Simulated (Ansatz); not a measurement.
Input and output for Si2Ni (fluorite type): DFT, PBEsol, all-electron PAW with datasets made for the crystal, scalar-relativistic (Ansatz 0.2.0). This run: the series' base cell.

The cell comes from a relaxation on PAW files under the same functional, begun from a prototype that needn't be the stable phase.

Command: `ansatz run input.yaml --threads 1 --pin off --max-ram 3072MiB --backend cpu --events-out ev --progress --plain --runs-dir out` It took 20 s on 1 thread of Intel(R) Xeon(R) Processor @ 2.50GHz (Skylake/Cascade Lake) (shared host), peak memory 0.47 GiB.

```yaml
crystal:
  lattice:
    - [0.0, 2.6947907038, 2.6947907038]
    - [2.6947907038, 0.0, 2.6947907038]
    - [2.6947907038, 2.6947907038, 0.0]
  atoms:
    - { symbol: Ni, position: [0.0, 0.0, 0.0] }
    - { symbol: Si, position: [0.25, 0.25, 0.25] }
    - { symbol: Si, position: [0.75, 0.75, 0.75] }
kpoints:
  mp_grid: { grid: [11, 11, 11] }
scf:
  occupations: { method: fermi_dirac, width: 0.05 }
hamiltonian:
  xc: pbesol
  pseudopotentials: { kind: all_electron, datasets: crystal }
output:
  forces: true
  stress: true
  eigenvalues: true
```

Output:

```
hamiltonian.pseudopotentials.datasets: crystal makes datasets for this crystal and solves the spheres of its atoms anew in each pass: cutoff 260.0 eV, the density's 1300.0 eV; for an error of 0.50 meV an atom under PBE, 1.5 meV for the cell; an energy difference from a run of another recipe may be off by several times the error for the cell, under r2SCAN by more, where some 0.1 meV an atom stays at smaller errors; Si in spheres of 0.995 Å, 4 of its electrons in bands, 8 on its site; Ni in spheres of 1.334 Å, 10 of its electrons in bands; only band paths and densities of states list, in semicore columns, the levels of the semicore shells that are solved separately: 2s of Si, 2p of Si
band count auto-derived: 15 (N_el = 18.0; filled up to band 9; 13 by the electrons, moments and atoms)
Engine: ansatz 0.2.0
Pseudopotentials: kind: all_electron
Pseudopotential: Ni, paw, valence charge 10, recommended cutoff 260 eV (normal), crystal/all_electron/pbesol/scalar/gaussian/Ni, Koelling and Harmon's equation, gaussian nucleus
Pseudopotential: Si, paw, valence charge 12, recommended cutoff 260 eV (normal), crystal/all_electron/pbesol/scalar/gaussian/Si, Koelling and Harmon's equation, gaussian nucleus
Functional definition: PBEsol
  exchange = pbesol_x
  correlation = pbesol_c
Crystal: 3 atoms, lattice volume = 39.139 Å³
Basis set: ecut = 260 eV, 339 PW (Γ), exchange–correlation on 48×48×48 points (8 copies of the dense FFT grid, shifted against one another)
Bands: 15, of which v1, the nominal top of the filled ones, is band 9 counted from 1 (8 counted from 0)
Symmetry: 48 space group operations
Space group: Fm-3m (ITA 225), of the structure as read, at distance tolerance 3.4e-5 Å
k-points: 56 of 1331
Non-local potential: Ni, projectors of the file, l = 0: 1, l = 1: 1, l = 2: 2
Non-local potential: Si, projectors of the file, l = 0: 1, l = 1: 1
PAW form: soft (Blöchl's): semilocal exchange-correlation on the pseudo side does not see the compensation charge
PAW one-centre angular grid: Ni, 590 points (default); XC on its mesh's 1923 points in the sphere
PAW one-centre angular grid: Si, 110 points (default); XC on its mesh's 1893 points in the sphere
Initial density: superposition of atomic densities (neutral atoms: chi_scale 0, normalization atom)
Initial wavefunctions: pseudopotential atomic-orbital guess
Functional: x = pbesol(κ = 0.804, μ = 0.12345679012345678), c = pbesol(β = 0.046)
iter 1 solved again at ethr=5.84e-2 eV; its pass at ethr=1.00e-1 eV (dr2=1.05e1 eV) is discarded
SCF iter   1: F=—  HF=-57107.161599 eV  |F-HF|=—  |Δ(HF+E_count)|=         —  Δρ=1.89e-1  dr2=1.26e1  ethr=5.84e-2  ⟨swp⟩=2.1  Hψ=4924  notcnv=0
preconditioner: auto → Kerker (q_TF=auto, 2.397 Å⁻¹)  [metal: Δε(μ)=0.025 eV  Ē_g=9.220 eV  σ=0.050 eV  W_gap=0.12  n_scr=14 (ndim 8)  ℏωp=25.2 eV  f_vac=0.000  D(μ)=0.67/eV (n_scr^D=0)]
SCF iter   2: F=—  HF=-57108.781984 eV  |F-HF|=—  |Δ(HF+E_count)|=    1.62e0  Δρ=1.36e-1  dr2=9.04e0  ethr=5.84e-2  ⟨swp⟩=3.1  Hψ=2135  notcnv=0
iter 3 solved again at ethr=2.03e-3 eV; its pass at ethr=5.02e-2 eV (dr2=3.65e-1 eV) is discarded
SCF iter   3: F=—  HF=-57105.566874 eV  |F-HF|=—  |Δ(HF+E_count)|=    3.22e0  Δρ=3.60e-2  dr2=3.72e-1  ethr=2.03e-3  ⟨swp⟩=2.8  Hψ=3482  notcnv=0  defer=3
SCF iter   4: F=—  HF=-57105.409970 eV  |F-HF|=—  |Δ(HF+E_count)|=   1.57e-1  Δρ=9.81e-3  dr2=3.45e-2  ethr=2.03e-3  ⟨swp⟩=3.2  Hψ=1801  notcnv=0  defer=4
SCF iter   5: F=—  HF=-57105.411707 eV  |F-HF|=—  |Δ(HF+E_count)|=   1.74e-3  Δρ=8.28e-3  dr2=3.74e-2  ethr=1.92e-4  ⟨swp⟩=3.0  Hψ=2294  notcnv=0  defer=11
SCF iter   6: F=—  HF=-57105.408452 eV  |F-HF|=—  |Δ(HF+E_count)|=   3.25e-3  Δρ=2.15e-3  dr2=2.96e-3  ethr=1.92e-4  ⟨swp⟩=2.3  Hψ=1681  notcnv=0  defer=4
SCF iter   7: F=—  HF=-57105.411087 eV  |F-HF|=—  |Δ(HF+E_count)|=   2.63e-3  Δρ=2.32e-3  dr2=2.35e-3  ethr=1.64e-5  ⟨swp⟩=2.7  Hψ=1995  notcnv=0  defer=1
SCF iter   8: F=—  HF=-57105.410989 eV  |F-HF|=—  |Δ(HF+E_count)|=   9.78e-5  Δρ=1.46e-3  dr2=9.99e-4  ethr=1.31e-5  ⟨swp⟩=2.0  Hψ=1363  notcnv=0
SCF iter   9: F=—  HF=-57105.410842 eV  |F-HF|=—  |Δ(HF+E_count)|=   1.47e-4  Δρ=1.35e-4  dr2=1.22e-5  ethr=5.55e-6  ⟨swp⟩=2.0  Hψ=1360  notcnv=0
SCF iter  10: F=—  HF=-57105.410849 eV  |F-HF|=—  |Δ(HF+E_count)|=   6.91e-6  Δρ=4.08e-5  dr2=1.12e-6  ethr=6.77e-8  ⟨swp⟩=3.3  Hψ=1681  notcnv=0
SCF iter  11: F=—  HF=-57105.410849 eV  |F-HF|=—  |Δ(HF+E_count)|=   4.07e-8  Δρ=2.61e-5  dr2=2.52e-7  ethr=6.24e-9  ⟨swp⟩=3.2  Hψ=1544  notcnv=0
SCF iter  12: F=-57105.410849 eV  HF=-57105.410849 eV  |F-HF|=6.99e-9  |Δ(HF+E_count)|=   1.39e-9  Δρ=2.55e-6  dr2=2.38e-9  ethr=1.40e-9  ⟨swp⟩=2.4  Hψ=1382  notcnv=0
SCF 1 converged in 12 iterations: F = -57105.410840 eV  dr2 = 2.38e-9
  Residual-converged pass: ⟨swp⟩=3.8  Hψ=1882  notcnv=0  max |occ|·‖R‖ = 6.4e-6 eV (tolerance 6.5e-6 eV)  dr2=2.59e-9  dr2_onsite=5.70e-9  max |Δocc| = 2.4e-9
  greatest PAW one-centre occupation: 0.888 electrons in one spin orbital (limit 2), on the Ni atom at site 0 (counted from 0), in its partial waves of l = 2
SCF converged after 12 iterations
Free energy (F): -57105.410840 eV
Harris-Foulkes:  -57105.410840 eV  (|F-HF|=6.99e-9)
Internal energy: -57105.402957 eV  (E = F + TS)
E sigma→0 (E₀):  -57105.406899 eV
Entropy (-TS):   -0.007883 eV (-2.628 meV/atom)
Past the cutoff: the bands carry plane waves up to 1.75 times it, of which those up to 1.5 times it add -0.000522 eV an atom, each by itself; the spheres take 0.000246 eV an atom off the energy for waves past 1.75 times it
By the cutoff:   a pressure is off by up to 0.008 GPa (1.2 times the spheres' own share and the shells' term, over an atom's volume, and 0.004 GPa: a bound that held against runs at twice the plane waves)
Past the cutoffs: a stress includes 0.0007 GPa for waves and charges beyond them, in addition to the slope of what the spheres take
In the spheres:  the bands' charges fall short by 2.0e-7 e at most (sound up to 1e-3), those of shells solved beside the bands by 6.3e-8 e (sound up to 5e-4)
Fermi energy:    14.658346 eV
--- Per-component energies (eV) ---
  E_band       = 172.381914
  E_kinetic    = 164.713528
  E_local      = -2819.361996  (includes V_loc(G=0)·N_el)
  E_nonlocal   = 80.911021
  E_hartree    = 1285.898340
  E_xc         = -116.581274
  E_vxc        = -145.561936  (∫ρ·V_xc dr)
  E_paw        = -61307.773030  (= ΣΔE_a)
  E_vpaw       = -8596.806529  (= ΣTr[D̂ρ^β])
  E_ewald      = -3309.903120
  E_smearing   = -0.007883  (= −TS)
  E_closure    = 8916.693574  (closes the sum)
  Σ components = -57105.410840   (vs F -57105.410840, Δ=-7.28e-12)
  The terms above E_closure are by the made datasets' own strengths, without shells solved beside the bands.
--- Forces (eV/Å), atoms counted from 1 ---
  atom   1  Ni     0.00000000    -0.00000000    -0.00000000
  atom   2  Si     0.00000000     0.00000000     0.00000000
  atom   3  Si     0.00000000    -0.00000000     0.00000000
  max |Σ_I F_I| component: 1.85e-17 eV/Å
--- Stress (GPa, compression-positive) ---
       -0.021057      -0.000000       0.000000
        0.000000      -0.021057       0.000000
       -0.000000      -0.000000      -0.021057
  P = ⅓ Tr σ = -0.0211 GPa (-0.211 kbar)
  It holds what live shells' own plane waves past their cutoff add
--- Band table (eV; the first three rows and the last of 56) ---
  k-point 0: bands = ["0.6821", "9.3552", "9.3552", "9.3552", "11.0732", "11.0732", "14.4186", "16.3829", "16.3829", "16.3829", "16.8506", "16.8506", "16.8506"]
  k-point 1: bands = ["0.8057", "9.1099", "9.3945", "9.3945", "11.0497", "11.0497", "14.1751", "15.3297", "15.7735", "15.7735", "17.4644", "17.4644", "18.2575"]
  k-point 2: bands = ["1.1739", "8.4242", "9.4999", "9.4999", "11.0033", "11.0033", "12.9799", "15.0324", "15.0324", "15.4400", "17.5094", "17.5094", "18.5101"]
  k-point 55: bands = ["5.5458", "5.5901", "7.4692", "8.1331", "10.7654", "10.7951", "11.0710", "11.4570", "12.1841", "16.2995", "17.3809", "19.1440", "20.2498"]
```

Next run (volume at 0.8 of the series' base cell), as changes to the input before:

```diff
   lattice:
-    - [0.0, 2.6947907038, 2.6947907038]
-    - [2.6947907038, 0.0, 2.6947907038]
-    - [2.6947907038, 2.6947907038, 0.0]
+    - [0.0, 2.501622088, 2.501622088]
+    - [2.501622088, 0.0, 2.501622088]
+    - [2.501622088, 2.501622088, 0.0]
   atoms:
```

Results part of the output:

```
SCF 1 converged in 10 iterations: F = -57104.227280 eV  dr2 = 1.43e-9
  Residual-converged pass: ⟨swp⟩=3.9  Hψ=2037  notcnv=0  max |occ|·‖R‖ = 6.4e-6 eV (tolerance 6.5e-6 eV)  dr2=1.89e-9  dr2_onsite=3.80e-9  max |Δocc| = 6.2e-10
  greatest PAW one-centre occupation: 0.869 electrons in one spin orbital (limit 2), on the Ni atom at site 0 (counted from 0), in its partial waves of l = 2
SCF converged after 10 iterations
Free energy (F): -57104.227280 eV
Harris-Foulkes:  -57104.227280 eV  (|F-HF|=1.76e-9)
Internal energy: -57104.221038 eV  (E = F + TS)
E sigma→0 (E₀):  -57104.224159 eV
Entropy (-TS):   -0.006242 eV (-2.081 meV/atom)
Past the cutoff: the bands carry plane waves up to 1.75 times it, of which those up to 1.5 times it add -0.000329 eV an atom, each by itself; the spheres take 0.000163 eV an atom off the energy for waves past 1.75 times it
By the cutoff:   a pressure is off by up to 0.009 GPa (1.2 times the spheres' own share and the shells' term, over an atom's volume, and 0.004 GPa: a bound that held against runs at twice the plane waves)
Past the cutoffs: a stress includes 0.0038 GPa for waves and charges beyond them, in addition to the slope of what the spheres take
In the spheres:  the bands' charges fall short by 2.0e-7 e at most (sound up to 1e-3), those of shells solved beside the bands by 8.1e-8 e (sound up to 5e-4)
Fermi energy:    19.616560 eV
--- Per-component energies (eV) ---
  E_band       = 232.939251
  E_kinetic    = 209.276301
  E_local      = -4628.976740  (includes V_loc(G=0)·N_el)
  E_nonlocal   = 125.261251
  E_hartree    = 2243.790649
  E_xc         = -141.578071
  E_vxc        = -172.060915  (∫ρ·V_xc dr)
  E_paw        = -61820.444850  (= ΣΔE_a)
  E_vpaw       = -12183.113291  (= ΣTr[D̂ρ^β])
  E_ewald      = -5486.522911
  E_smearing   = -0.006242  (= −TS)
  E_closure    = 12394.973333  (closes the sum)
  Σ components = -57104.227280   (vs F -57104.227280, Δ=-7.28e-12)
  The terms above E_closure are by the made datasets' own strengths, without shells solved beside the bands.
--- Forces (eV/Å), atoms counted from 1 ---
  atom   1  Ni     0.00000000    -0.00000000     0.00000000
  atom   2  Si    -0.00000000     0.00000000    -0.00000000
  atom   3  Si    -0.00000000     0.00000000    -0.00000000
  max |Σ_I F_I| component: 1.39e-16 eV/Å
--- Stress (GPa, compression-positive) ---
       59.695317      -0.000000       0.000000
        0.000000      59.695317       0.000000
       -0.000000       0.000000      59.695317
  P = ⅓ Tr σ = 59.6953 GPa (596.953 kbar)
  It holds what live shells' own plane waves past their cutoff add
--- Band table (eV; the first three rows and the last of 56) ---
  k-point 0: bands = ["3.0451", "12.3669", "12.3669", "12.3669", "14.2941", "14.2941", "21.0395", "21.0395", "21.0395", "21.0924", "21.4033", "21.4033", "21.4033"]
  k-point 1: bands = ["3.1911", "12.1772", "12.4139", "12.4139", "14.2643", "14.2643", "19.0211", "20.2814", "20.2814", "21.2004", "22.2770", "22.2770", "23.3757"]
  k-point 2: bands = ["3.6255", "11.6051", "12.5357", "12.5357", "14.2104", "14.2104", "17.0735", "19.4330", "19.4330", "21.4488", "22.5360", "22.5360", "23.8008"]
  k-point 55: bands = ["8.8660", "8.9078", "10.3809", "11.1927", "14.0981", "14.1140", "14.4539", "14.9020", "15.9453", "21.3570", "22.5653", "23.7159", "25.1693"]
```

Next run (volume at 0.62 of the series' base cell), as changes to the input before:

```diff
   lattice:
-    - [0.0, 2.501622088, 2.501622088]
-    - [2.501622088, 0.0, 2.501622088]
-    - [2.501622088, 2.501622088, 0.0]
+    - [0.0, 2.2978531488, 2.2978531488]
+    - [2.2978531488, 0.0, 2.2978531488]
+    - [2.2978531488, 2.2978531488, 0.0]
   atoms:
```

Command: `ansatz run input.yaml --threads 1 --pin off --max-ram 3072MiB --backend cpu --events-out ev --progress --plain --runs-dir out` It took 29 s on 1 thread of Intel(R) Xeon(R) Processor @ 2.50GHz (Skylake/Cascade Lake) (shared host), peak memory 0.51 GiB.

Results part of the output:

```
SCF 1 converged in 10 iterations: F = -57098.662596 eV  dr2 = 4.10e-9
  Residual-converged pass: ⟨swp⟩=3.5  Hψ=1884  notcnv=0  max |occ|·‖R‖ = 6.4e-6 eV (tolerance 6.5e-6 eV)  dr2=3.37e-9  dr2_onsite=1.96e-9  max |Δocc| = 1.6e-10
  greatest PAW one-centre occupation: 0.848 electrons in one spin orbital (limit 2), on the Ni atom at site 0 (counted from 0), in its partial waves of l = 2
SCF converged after 10 iterations
Free energy (F): -57098.662596 eV
Harris-Foulkes:  -57098.662596 eV  (|F-HF|=3.30e-9)
Internal energy: -57098.655123 eV  (E = F + TS)
E sigma→0 (E₀):  -57098.658859 eV
Entropy (-TS):   -0.007473 eV (-2.491 meV/atom)
Past the cutoff: the bands carry plane waves up to 1.75 times it, of which those up to 1.5 times it add -0.000372 eV an atom, each by itself; the spheres take 0.000184 eV an atom off the energy for waves past 1.75 times it
By the cutoff:   a pressure is off by up to 0.011 GPa (1.2 times the spheres' own share and the shells' term, over an atom's volume, and 0.004 GPa: a bound that held against runs at twice the plane waves)
Past the cutoffs: a stress includes 0.0061 GPa for waves and charges beyond them, in addition to the slope of what the spheres take
In the spheres:  the bands' charges fall short by 5.2e-7 e at most (sound up to 1e-3), those of shells solved beside the bands by 1.1e-7 e (sound up to 5e-4)
Fermi energy:    26.223580 eV
--- Per-component energies (eV) ---
  E_band       = 317.602031
  E_kinetic    = 271.090901
  E_local      = -4663.576461  (includes V_loc(G=0)·N_el)
  E_nonlocal   = 188.667834
  E_hartree    = 2287.052011
  E_xc         = -180.802857
  E_vxc        = -207.947971  (∫ρ·V_xc dr)
  E_paw        = -61220.827522  (= ΣΔE_a)
  E_vpaw       = -12037.530803  (= ΣTr[D̂ρ^β])
  E_ewald      = -5973.056593
  E_smearing   = -0.007473  (= −TS)
  E_closure    = 12192.797565  (closes the sum)
  Σ components = -57098.662596   (vs F -57098.662596, Δ=0.00e0)
  The terms above E_closure are by the made datasets' own strengths, without shells solved beside the bands.
--- Forces (eV/Å), atoms counted from 1 ---
  atom   1  Ni    -0.00000000     0.00000000     0.00000000
  atom   2  Si     0.00000000    -0.00000000    -0.00000000
  atom   3  Si     0.00000000    -0.00000000    -0.00000000
  max |Σ_I F_I| component: 1.48e-16 eV/Å
--- Stress (GPa, compression-positive) ---
      222.597871       0.000000      -0.000000
        0.000000     222.597871      -0.000000
        0.000000       0.000000     222.597871
  P = ⅓ Tr σ = 222.5979 GPa (2225.979 kbar)
  It holds what live shells' own plane waves past their cutoff add
--- Band table (eV; the first three rows and the last of 56) ---
  k-point 0: bands = ["6.5695", "16.5430", "16.5430", "16.5430", "18.6420", "18.6420", "26.8104", "26.8104", "26.8104", "28.5008", "28.5008", "28.5008", "30.6479"]
  k-point 1: bands = ["6.7456", "16.3954", "16.5999", "16.5999", "18.6056", "18.6056", "25.0239", "26.3705", "26.3705", "29.1287", "29.1287", "29.2675", "30.8195"]
  k-point 2: bands = ["7.2681", "15.9341", "16.7396", "16.7396", "18.5486", "18.5486", "22.6988", "25.5705", "25.5705", "29.2886", "29.4759", "29.4759", "30.4449"]
  k-point 55: bands = ["13.4525", "13.6558", "14.3760", "15.7717", "18.6384", "18.7904", "19.1573", "19.6889", "21.2422", "28.2194", "29.5879", "30.2007", "32.0044"]
```

Spin polarisation is left out, though a magnetic state may lie lower. The structure type is held throughout; the real material can change phase at far lower pressure.
